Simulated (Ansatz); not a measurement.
## Molecular dynamics of CaB6

Level of theory: DFT, PBE, scalar-relativistic, no spin polarisation; plane waves to 420 eV with PAW datasets (Ansatz 0.2.0), Γ-centred 2×4×4 mesh, 0.05 eV Gaussian smearing. The datasets are Ansatz's generated set soft_2.

The compound is reported in the structure type of the start.

A 2×1×1 supercell of the relaxed crystal (14 atoms) starts from its ideal positions with Maxwell–Boltzmann velocities for 300 K; NVT with a Langevin thermostat, time step 2.0 fs.

```xyz
14
Lattice="8.294 0.000 0.000 0.000 4.147 0.000 0.000 0.000 4.147" Properties=species:S:1:pos:R:3 pbc="T T T"
Ca    0.000    0.000    0.000
B     0.836    2.074    2.074
B     3.311    2.074    2.074
B     2.074    2.074    0.836
B     2.074    2.074    3.311
B     2.074    0.836    2.074
B     2.074    3.311    2.074
Ca    4.147    0.000    0.000
B     4.983    2.074    2.074
B     7.458    2.074    2.074
B     6.221    2.074    0.836
B     6.221    2.074    3.311
B     6.221    0.836    2.074
B     6.221    3.311    2.074
```

**Question.** How do temperature, potential energy and pressure develop over the first steps?

**Answer.** Kinetic energy flows into the lattice: the temperature goes from 279 K to a minimum of 143 K at 10 fs and stands at 218 K after 60 fs, with the potential energy 27 meV/atom over the start. Starting from the bottom of their wells, the modes swing together and trade kinetic for potential energy, and the thermostat adds or takes energy besides: kinetic plus potential energy has changed by 19 meV/atom at the last step. On so few atoms its random kicks make the temperature jump from step to step. The run is far too short for thermal averages. The temperature counts 3N degrees of freedom, and the pressure holds the kinetic part.

```
t (fs)  T (K)  E_pot − E_pot(0) (meV/atom)  P (GPa)  rms shift (Å)
   0.0    279                          0.0     0.22          0.000
   2.0    272                          2.9     0.18          0.016
   4.0    225                         10.6     0.15          0.030
   6.0    188                         18.9     0.14          0.042
   8.0    146                         24.1     0.08          0.051
  10.0    143                         25.1     0.02          0.059
  12.0    165                         23.1     0.02          0.064
  14.0    191                         20.7     0.09          0.068
  16.0    207                         20.4     0.29          0.071
  18.0    189                         23.3     0.55          0.075
  20.0    167                         27.3     0.79          0.079
  22.0    147                         29.6     0.91          0.082
  24.0    175                         27.8     0.88          0.084
  26.0    195                         23.4     0.72          0.085
  28.0    240                         19.3     0.58          0.087
  30.0    265                         17.6     0.51          0.090
  32.0    244                         19.5     0.47          0.094
  34.0    244                         23.4     0.50          0.100
  36.0    222                         25.9     0.55          0.106
  38.0    245                         26.8     0.69          0.110
  40.0    215                         27.9     0.86          0.114
  42.0    208                         29.8     1.16          0.118
  44.0    172                         32.2     1.45          0.121
  46.0    195                         32.8     1.72          0.124
  48.0    225                         31.5     1.88          0.127
  50.0    218                         29.7     1.85          0.130
  52.0    204                         28.5     1.70          0.132
  54.0    210                         27.6     1.54          0.134
  56.0    201                         26.8     1.34          0.136
  58.0    224                         26.2     1.20          0.138
  60.0    218                         26.5     1.06          0.140
```

**Question.** At t = 44.0 fs the atoms stand as follows. Give the forces (eV/Å).
```xyz
14
Lattice="8.294 0.000 0.000 0.000 4.147 0.000 0.000 0.000 4.147" Properties=species:S:1:pos:R:3 pbc="T T T"
Ca    0.102   -0.022    0.080
B     0.852    2.065    2.032
B     3.259    2.045    2.020
B     2.043    2.095    0.760
B     2.109    2.049    3.214
B     2.069    0.774    1.948
B     2.048    3.239    2.017
Ca    4.208    0.078    0.110
B     4.964    2.127    1.969
B     7.440    2.158    1.927
B     6.163    2.144    0.750
B     6.265    2.096    3.242
B     6.214    0.897    1.926
B     6.181    3.398    1.976
```

**Answer.** 
```
atom     Fx     Fy     Fz
 Ca1  -0.19   0.05  -0.28
  B2  -1.35  -0.55  -0.59
  B3   1.81  -0.13  -0.76
  B4   0.51  -0.88  -0.33
  B5  -0.95  -0.35   1.37
  B6  -0.30   0.70   0.58
  B7   0.37   1.65  -0.56
 Ca8  -0.14  -0.06  -0.34
  B9  -0.26  -0.03   0.73
 B10   0.33  -0.31   0.94
 B11   0.75  -0.09  -0.60
 B12  -0.79   0.43  -1.32
 B13  -0.08   0.51   0.95
 B14   0.28  -0.95   0.20
```

The k-mesh is coarse, so small energy differences aren't converged.
